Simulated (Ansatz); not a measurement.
Input:

PbSe in space group P-6m2 (No. 187; Pb on 1a, Se on 1f), a = 4.069 Å, b = 4.069 Å, c = 3.862 Å, α = 90.00°, β = 90.00°, γ = 120.00°.

This is the LDA-relaxed structure.

Q: All from plane-wave PAW LDA (Ansatz code), unless another level is named. Estimate the electronic character.

A: metallic (no gap).

Q: Next, the formation energy from the elements (no fitted shifts)?

A: -0.40 eV/atom.

Q: What about the density of states at the Fermi level?

A: 0.14 states/eV per atom (mean over ±0.08 eV).

A made-up cell: these elements were put on the sites of a structure type; neither database checked (COD, Materials Project) lists it. It is not the phase usual at ambient conditions (space group No. 225). The cell was relaxed with LDA under the symmetry of its start; of distortions, only those at the zone centre were tested, and some modes there are weakly imaginary. The references are the lowest solids computed at this level, not always the standard phases. Spin–orbit coupling is left out wherever it is not named.

Potentials: the later of the program's two PAW sets.
